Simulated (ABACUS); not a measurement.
Input and output of a self-consistent single point for GaSb (F-43m, 2 atoms in the cell; from Materials Project mp-1156, lattice scaled a little) (ABACUS).

All values come from this method and carry its errors: PBE, PseudoDojo 0.5 standard norm-conserving PBE (tails mended) pseudopotentials (plane waves; ABACUS 3.10.1).

```
GaSb
1.0
    0.00000     3.04283     3.04283
    3.04283     0.00000     3.04283
    3.04283     3.04283     0.00000
Ga Sb
1 1
Direct
  0.00000   0.00000   0.00000
  0.75000   0.75000   0.75000
```

Reference input (self-consistent single point, DFT, PBE, plane waves, PseudoDojo 0.5 standard norm-conserving PBE (tails mended) pseudopotentials): KPT = Gamma 9 9 9 0 0 0; basis_type = pw; dft_functional = PBE; ecutwfc = 80 Ry; smearing_method = fd; smearing_sigma = 0.00734986 Ry; potentials = PseudoDojo 0.5 standard norm-conserving PBE (tails mended); symmetry = 1; symmetry_prec = 1e-05; ks_solver = cg; scf_nmax = 100; scf_thr = 1.0e-09 Ry. This run's input differs from it in these lines:

```diff
@@ -7,3 +7,3 @@
 dft_functional       PBE
-ecutwfc              80.0
+ecutwfc              40.0
 symmetry             1
```

Output (repeated stretches shortened):

```
 SELF-CONSISTENT
 -------------------------------------------
                                 init_chg = atomic

 PW ALGORITHM --------------- ION=   1  ELEC=   1--------------------------------

 Density error is 0.701018068325
                          Error Threshold = 0.01
 E_KohnSham     -330.5830005357      -4497.8124692227
 E_Fermi        0.6352879734         8.6435363092

 PW ALGORITHM --------------- ION=   1  ELEC=   2--------------------------------

 Density error is 0.0248117071942
                          Error Threshold = 0.00250363595831
 E_KohnSham     -330.7134724486      -4499.5876306669
   [... lines left out ...]

 Density error is 1.66738715503e-09
                          Error Threshold = 8.79778974461e-11
 E_KohnSham     -330.7300393543      -4499.8130349830
 E_Fermi        0.6412025943         8.7240088542

 PW ALGORITHM --------------- ION=   1  ELEC=  10--------------------------------

 Density error is 2.41529407379e-11
                          Error Threshold = 5.95495412512e-12
 E_KohnSham     -330.7300393551      -4499.8130349938
 E_KS(sigma->0) -330.7299319659      -4499.8115738892
 E_entropy(-TS) -0.0002147783        -0.0029222091
 E_Fermi        0.6412017640         8.7239975587
 charge density convergence is achieved
 final etot is -4499.813035 eV
 EFERMI = 8.7239975587 eV

 STATE ENERGY(eV) AND OCCUPATIONS    NSPIN == 1
   [... 21 lines left out ...]

 TOTAL-FORCE (eV/Angstrom)
                       Ga1         0.0000000000         0.0000000000         0.0000000000
                       Sb1         0.0000000000         0.0000000000         0.0000000000

 TOTAL-STRESS (KBAR)
     -6184.6805051317         0.0000000000        -0.0000000000
         0.0000000000     -6184.6805051317        -0.0000000000
         0.0000000000        -0.0000000000     -6184.6805051317
 TOTAL-PRESSURE: -6184.680505 KBAR

 --------------------------------------------
 !FINAL_ETOT_IS -4499.8130349937518986 eV
 --------------------------------------------
```

The run converged in 10 iterations. Against the reference run the free energy goes up by 27.9 eV/atom and the pressure goes from 3.21 to -618.5 GPa.

This run is one point of a test of settings, so its values need not be converged; read them against the reference run alone. The structure comes from a collection of computed structures, made at another level of theory; the collection holds predicted forms beside known ones. Its lattice was then scaled.

Cost on one core: very roughly 28 core-seconds.

At a cut-down plane-wave cutoff the stress holds a Pulay term: a spurious tension from the incomplete basis, which lowers the pressure; energies, forces and gaps of such rows are unconverged too.

“Tails mended”: in these copies of the files the far tail of each local potential was reset to the Coulomb form.
